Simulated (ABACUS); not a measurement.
ABACUS run on Cu3Sn (Pmmn, 8 atoms in the cell; from Materials Project mp-581786, lattice scaled a little): self-consistent single point.

All values come from this method and carry its errors: LDA (PW92), numerical atomic orbitals TZP (confined pseudo-atomic orbitals; energy shift 0.01 Ry), PseudoDojo 0.4 standard norm-conserving LDA (tails mended) pseudopotentials (ABACUS).

```
CELL_PARAMETERS angstrom
      4.40498     0.00000     0.00000
      0.00000     5.53465     0.00000
      0.00000     0.00000     4.85414
ATOMIC_POSITIONS crystal
  Cu 0.50000 0.00000 0.30100
  Cu 0.00000 0.50000 0.69900
  Cu 0.00000 0.75052 0.15581
  Cu 0.00000 0.24948 0.15581
  Cu 0.50000 0.74948 0.84419
  Cu 0.50000 0.25052 0.84419
  Sn 0.50000 0.50000 0.34118
  Sn 0.00000 0.00000 0.65882
```

Reference input (self-consistent single point, DFT, LDA (PW92), numerical atomic orbitals TZP (confined pseudo-atomic orbitals; energy shift 0.01 Ry), PseudoDojo 0.4 standard norm-conserving LDA (tails mended) pseudopotentials): basis = TZP numerical atomic orbitals, energy shift 0.01 Ry; KPT = Gamma 6 5 5 0 0 0; basis_type = lcao; dft_functional = PWLDA; ecutwfc = 100 Ry; smearing_method = fd; smearing_sigma = 0.00367493 Ry; potentials = PseudoDojo 0.4 standard norm-conserving LDA (tails mended); symmetry = 1; symmetry_prec = 1e-05; ks_solver = scalapack_gvx; scf_nmax = 100. This run's input differs from it in these lines:

```diff
@@ -7,3 +7,3 @@
 dft_functional       PWLDA
-ecutwfc              100.0
+ecutwfc              50.0
 symmetry             1
```

Output, abridged:

```
 SELF-CONSISTENT
 -------------------------------------------

                  longest orb rcut (Bohr) = 7.4
   longest nonlocal projector rcut (Bohr) = 2.66
                     search radius (Bohr) = 20.1

                          real space grid = [ 40, 48, 45 ]
                                 init_chg = atomic

 LCAO ALGORITHM --------------- ION=   1  ELEC=   1--------------------------------

 Density error is 0.0607703088676
 E_KohnSham     -2586.2868645319     -35188.2380201883
 E_Fermi        1.2280811454         16.7089011842

 LCAO ALGORITHM --------------- ION=   1  ELEC=   2--------------------------------

   [... lines left out ...]

   [... 5 blocks of this kind left out ...]

 LCAO ALGORITHM --------------- ION=   1  ELEC=   8--------------------------------

 Density error is 2.19091715966e-06
 E_KohnSham     -2587.2338717284     -35201.1227141079
 E_Fermi        1.1473172420         15.6100519045

 LCAO ALGORITHM --------------- ION=   1  ELEC=   9--------------------------------

 Density error is 2.83871355031e-07
 E_KohnSham     -2587.2338717296     -35201.1227141231
 E_KS(sigma->0) -2587.2332634240     -35201.1144377015
 E_entropy(-TS) -0.0012166111        -0.0165528433
 E_Fermi        1.1473177010         15.6100581500
 charge density convergence is achieved
 final etot is -35201.122714 eV
 EFERMI = 15.61005815 eV

 STATE ENERGY(eV) AND OCCUPATIONS    NSPIN == 1
   [... 83 lines left out ...]

 --------------------------------------------
 !FINAL_ETOT_IS -35201.1227141231065616 eV
 --------------------------------------------
```

The run converged in 9 iterations. Against the reference run the free energy goes down by 1.9 meV/atom.

The atom-centred basis is finite, which shifts total energies against plane waves. Forces and stress are left out: the polarisation orbitals used for some of these elements are too diffuse to give them reliably, and gaps can carry the same lack. This run is one point of a test of settings, so its values need not be converged; read them against the reference run alone. The structure comes from a collection of computed structures, made at another level of theory; the collection holds predicted forms beside known ones. Its lattice was then scaled. No clean gap shows at this smearing width and mesh (spacing up to 0.26 Å⁻¹); the mesh is coarse for partly filled bands, so the values carry mesh errors.

Cost on one core: very roughly 28 core-seconds.

The atomic orbitals were generated for these runs; they are not ABACUS's published sets and were checked against plane waves on a few crystals only.

“Tails mended”: in these copies of the files the far tail of each local potential was reset to the Coulomb form.
